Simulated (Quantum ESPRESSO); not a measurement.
# Planted mistakes on one cell of MgAlGaS4

These are calculations, not measurements. They come from pw.x of Quantum ESPRESSO 7.5, a plane-wave density functional program, with PseudoDojo standard norm-conserving files (v0.5 for PBE, v0.4.1 for LDA and PBEsol). The cells are made up: elements, strain and atom displacements were drawn at random, and nothing was relaxed. There is no spin polarisation, spin-orbit coupling or dispersion term.

The cell has 8 sites of a zincblende or diamond lattice. Sites 1 to 4 hold Mg Al empty Ga; sites 5 to 8 hold S S S S. Cell vectors in Å: (5.487, 0.033, -0.005); (0.033, 5.496, 0.013); (-0.005, 0.013, 5.567). Settings: PBE, cutoff 1143 eV, 4 x 4 x 4 k mesh shifted by half a step, Fermi-Dirac smearing of 0.025 eV.

The intended run has a self-consistency threshold of 1e-07 eV, a smearing term of 0.000 eV, a pressure of -3.11 GPa and 10 iterations. Each further run changes one thing: all lengths scaled by 0.9945; atoms of sites 4 and 6 exchanged; cutoff 757 eV; files of LDA; k mesh 1 x 1 x 1; one electron removed; smearing 0.48 eV; threshold 0.06 eV. A coarse mesh keeps the shift, and a charged cell sits in a uniform background.

```
run,change of free energy (eV),smearing term -TS (eV),change of P (GPa),largest change of a force component (eV/Å),iterations
A,-0.755,0.000,-3.44,0.180,9
B,0.007,0.000,0.69,0.076,4
C,6.367,-0.003,6.04,1.787,11
D,-0.145,-0.619,0.61,0.099,10
E,-3.185,-0.024,-8.61,0.154,13
F,-0.046,0.000,0.85,0.090,10
G,3.632,0.000,4.57,0.438,10
H,3.130,0.000,-23.82,0.014,10
```

A rerun of the intended cell at 1437 eV and k mesh 6 x 6 x 6 moved values by no more than 0.002 eV in the cell's energy, 0.02 GPa in stress and 0.005 eV/Å in force.

Question: which change belongs to which run?

## Worked reading

Run B has the fewest iterations, as a run stopped early does. Run D has the largest smearing term, as wide smearing gives. Run H has a higher energy and the largest fall in pressure, as too small a basis gives. Run F changes the volume by a factor of 0.9836; minus its pressure change over the logarithm of that factor, 51 GPa, is a rough bulk modulus with clamped atoms. Energies from files of another functional, or of a charged cell, have another zero and say nothing on stability; the pressure of a charged cell rests on the program's zero of potential too.

## Key

| run | change |
| --- | --- |
| A | files of LDA |
| B | threshold 0.06 eV |
| C | atoms of sites 4 and 6 exchanged |
| D | smearing 0.48 eV |
| E | one electron removed |
| F | all lengths scaled by 0.9945 |
| G | k mesh 1 x 1 x 1 |
| H | cutoff 757 eV |